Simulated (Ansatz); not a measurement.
LaZn5: pressure against volume

A database entry relaxed whole under r2SCAN (P6/mmm):

```
CELL_PARAMETERS angstrom
5.41857 0.00000 0.00000
-2.70928 4.69262 0.00000
0.00000 0.00000 4.21188
ATOMIC_POSITIONS crystal
La 0.00000 0.00000 0.00000
Zn 0.33333 0.66667 0.00000
Zn 0.66667 0.33333 0.00000
Zn 0.50000 0.00000 0.50000
Zn 0.50000 0.50000 0.50000
Zn 0.00000 0.50000 0.50000
```

The cell was scaled uniformly, its shape held, and the atoms relaxed at each volume with plane-wave PAW DFT (Ansatz 0.2.0; r2SCAN, 500 eV, 7×7×8 Γ-centred mesh, fermi-dirac occupations of width 0.100 eV; no spin, no spin-orbit coupling). One row is withheld.

| volume (Å³/atom) | energy over the lowest (meV/atom) | pressure (GPa) |
| --- | --- | --- |
| 16.778 | 18.0 | 5.81 |
| 17.135 | ? | ? |
| 17.492 | 1.8 | 1.71 |
| 17.849 | 0.0 | -0.01 |
| 18.206 | 1.9 | -1.54 |
| 18.563 | 7.0 | -2.91 |
| 18.920 | 15.0 | -4.12 |

**Question.** Fit the pressures of the other rows to the third-order Birch-Murnaghan form.

**Answer.** With f = [(V₀/V)^(2/3) − 1]/2 and P = 3B₀f(1 + 2f)^(5/2)[1 + 3(B₀′ − 4)f/2], least squares gives V₀ = 17.85 Å³ an atom, B₀ = 81.1 GPa and B₀′ = 4.8; the rows miss the fit by less than 0.01 GPa. The slope of the energies differs from these pressures by 0.07 GPa, since they are taken to zero smearing while pressures follow the free energy.

**Question.** What does the withheld row hold?

**Answer.** The fit gives 3.64 GPa at 17.135 Å³; the run gave 3.64 GPa and 7.6 meV an atom.

Caveats: the shape of the cell was held, so B₀ is an upper bound where the axes differ in stiffness; 0 K, fixed nuclei; the symmetry was kept, and this need not be the phase that is stable at 0 K; one mesh for all volumes; pressure is positive in compression.
